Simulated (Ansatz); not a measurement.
An element in the diamond structure gives these cold pressures by all-electron LAPW under PBEsol (Ansatz 0.2.0, scalar-relativistic, spin-polarised).

```tsv
V (Å³/atom)	P (GPa)
13.87	-0.08
12.76	17.37
11.65	44.5
10.54	87.2
9.43	156.0
8.32	270.7
7.21	471.9
6.24	787.0
```

Which element is it?

Fe. Its zero-pressure volume in this structure is near 13.9 Å³/atom; the volume and the steepness of P(V) together point to it, though neighbours can come close. Neighbours weren't tried against these numbers.
